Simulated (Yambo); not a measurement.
```
CELL_PARAMETERS angstrom
      3.04539     0.00000     0.00000
     -1.52269     2.63738     0.00000
      0.00000     0.00000     5.05858
ATOMIC_POSITIONS crystal
  C  0.33333 0.66667 0.87468
  C  0.66667 0.33333 0.37468
  Si 0.33333 0.66667 0.50032
  Si 0.66667 0.33333 0.00032
```

The PBEsol cell relaxed from Materials Project entry mp-7140 was given a biaxial strain of -1 % along x and y, z relaxed, and the atoms were relaxed again.

### Question
Where are the main features of Im ε from TDDFT with the long-range kernel (α = 0.55, from Botti's fit to the run's own RPA ε∞) on PBEsol bands shifted by a G0W0 scissor of 1.02 eV (Yambo; 15×15×8 mesh, 31 bands, 4 Ry local-field block, 0.2 eV broadening; field along x)?

### Answer
Peaks at 6.6 eV (27), 8.6 eV (9.5), heights in brackets. Structure narrower than a few tenths of an eV can come from the finite k mesh. Convergence of the RPA response with its 15×15×8 mesh was not tested. The scissor comes from a G0W0 run whose convergence isn't established. The kernel mimics continuum excitons only.
